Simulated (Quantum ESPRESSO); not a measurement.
## Band energies of SiO₂

```xyz
12
Lattice="4.9927 0.0000 0.0000 0.0000 4.9927 0.0000 0.0000 0.0000 6.9339" Properties=species:S:1:pos:R:3 pbc="T T T"
O      4.4613     3.8014     2.2196
O      3.6876     1.9650     3.9531
O      0.5314     1.1913     5.6866
O      1.3050     3.0277     0.4861
O      1.9650     3.6876     2.9808
O      1.1913     0.5314     1.2473
O      3.0277     1.3050     6.4478
O      3.8014     4.4613     4.7143
Si     3.4882     3.4882     3.4670
Si     4.0008     0.9918     5.2004
Si     1.5045     1.5045     0.0000
Si     0.9918     4.0008     1.7335
```

LDA (pw.x of Quantum ESPRESSO, ONCV potentials, scalar-relativistic); path ΓXMΓZRAZ,XR,MA; energies in eV from the valence-band maximum.

| k (1/Å) | point | band 28 | band 29 | band 30 | band 31 | band 32 | band 33 | band 34 | band 35 |
|---|---|---|---|---|---|---|---|---|---|
| 0.00 | Γ | -1.24 | -0.69 | -0.29 | -0.29 | 0.00 | 5.52 | 8.57 | 8.57 |
| 0.42 |  | -0.95 | -0.74 | -0.58 | -0.39 | -0.31 | 6.56 | 8.57 | 8.87 |
| 0.63 | X | -1.02 | -0.65 | -0.65 | -0.49 | -0.49 | 7.54 | 7.54 | 8.98 |
| 1.05 |  | -1.08 | -0.65 | -0.65 | -0.55 | -0.55 | 8.13 | 8.13 | 8.76 |
| 1.26 | M | -1.34 | -0.60 | -0.60 | -0.55 | -0.55 | 8.48 | 8.48 | 8.62 |
| 1.44 |  | -1.01 | -0.68 | -0.61 | -0.59 | -0.49 | 7.94 | 8.55 | 8.69 |
| 1.97 |  | -1.13 | -0.75 | -0.34 | -0.33 | -0.06 | 5.74 | 8.56 | 8.69 |
| 2.15 | Γ | -1.24 | -0.69 | -0.29 | -0.29 | 0.00 | 5.52 | 8.57 | 8.57 |
| 2.37 |  | -0.87 | -0.64 | -0.49 | -0.32 | -0.12 | 5.87 | 7.85 | 8.80 |
| 2.60 | Z | -0.82 | -0.53 | -0.53 | -0.40 | -0.40 | 6.76 | 6.76 | 9.19 |
| 3.02 |  | -1.00 | -0.86 | -0.86 | -0.21 | -0.21 | 7.45 | 7.45 | 8.98 |
| 3.23 | R | -1.01 | -0.94 | -0.94 | -0.17 | -0.17 | 7.90 | 7.90 | 8.67 |
| 3.39 |  | -1.10 | -0.94 | -0.94 | -0.20 | -0.20 | 8.00 | 8.00 | 8.71 |
| 3.86 | A | -1.36 | -0.63 | -0.63 | -0.63 | -0.63 | 8.98 | 8.98 | 8.98 |
| 4.16 |  | -1.34 | -0.86 | -0.86 | -0.33 | -0.33 | 8.09 | 8.09 | 9.14 |
| 4.60 |  | -0.88 | -0.60 | -0.60 | -0.35 | -0.35 | 6.85 | 6.85 | 9.20 |
| 4.75 | Z | -0.82 | -0.53 | -0.53 | -0.40 | -0.40 | 6.76 | 6.76 | 9.19 |
| 4.75 | X | -1.02 | -0.65 | -0.65 | -0.49 | -0.49 | 7.54 | 7.54 | 8.98 |
| 5.20 | R | -1.01 | -0.94 | -0.94 | -0.17 | -0.17 | 7.90 | 7.90 | 8.67 |
| 5.20 | M | -1.34 | -0.60 | -0.60 | -0.55 | -0.55 | 8.48 | 8.48 | 8.62 |
| 5.66 | A | -1.36 | -0.63 | -0.63 | -0.63 | -0.63 | 8.98 | 8.98 | 8.98 |

The LDA gap is direct, 5.52 eV at Γ.

Geometry of the Materials Project entry, not relaxed at this level.

This is not the ordinary phase of the substance.
